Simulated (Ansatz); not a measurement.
Relaxing an invented Cd₄Se₃ structure

Theory: DFT PBE, scalar-relativistic, plane waves, PAW (Ansatz 0.2.0). Cutoff 420 eV, Gaussian smearing, Γ-centred meshes. Cell and atoms relax first on a coarse mesh, the cell is then made exact in the group found at 0.06 to 0.08 Å, and last on a converged mesh; the steps can't lower the symmetry of their start. No spin polarisation.

The cell of Cd₄Se₃ is invented: species swapped into a database cell of Zr3Se4 (Cmmm, No. 65), with Se on the Zr sites and Cd on the Se sites. Its size is a rough estimate.

```
Cd Se
1.0
     4.07546   -5.53455    0.00000
     4.07546    5.53455    0.00000
     0.00000    0.00000    3.89106
Cd Se
4 3
Direct
  0.73585 0.26415 0.50000
  0.74248 0.74248 0.00000
  0.26415 0.73585 0.50000
  0.25752 0.25752 0.00000
  0.00000 0.50000 0.00000
  0.00000 0.00000 0.50000
  0.50000 0.00000 0.00000
```

Formation energies are uncorrected and refer to the elements' standard structures at the same level.

**Question.** Which structure results?

**Answer.** The symmetry stays Cmmm (No. 65). The volume per atom grows by 6.7 %, from 25.1 to 26.7 Å³. The shortest distance goes from 2.77 Å (Cd–Se) to 2.72 Å (Cd–Se). Conventional cell: a = 7.379 Å, b = 12.700 Å, c = 3.995 Å. Cd on a site of symmetry m2m is surrounded by 5 Se at 2.72–2.76 Å; Cd on a site of symmetry 2mm is surrounded by 1 Cd at 2.88 Å, 2 Se at 3.01 Å and 2 Se at 3.20 Å; around Se on a site of symmetry 2/m lie 4 Cd at 2.76 Å and 2 Cd at 3.20 Å; around Se on a site of symmetry mmm lie 2 Cd at 2.72 Å and 4 Cd at 3.01 Å.

```
Cd Se
1.0
     3.68957   -6.35009    0.00000
     3.68957    6.35009    0.00000
     0.00000    0.00000    3.99540
Cd Se
4 3
Cartesian
  3.6896 -3.6269 1.9977
  5.1310 0.0000 0.0000
  3.6896 3.6269 1.9977
  2.2481 0.0000 0.0000
  1.8448 3.1750 0.0000
  0.0000 0.0000 1.9977
  1.8448 -3.1750 0.0000
```

**Question.** Give its energy and gap.

**Answer.** The formation energy is −0.31 eV/atom and the gap on the 6×6×8 mesh of the 7-atom cell is 0 eV (a metal).

The last run used Gaussian smearing of 0.10 eV. The reference form of Se is held partly by dispersion forces, which this level lacks. A structure relaxed within its symmetry needn't be a true minimum. Another cell of the same search, in P1, lies 152 meV/atom lower, so this cell isn't the stable form at this level.
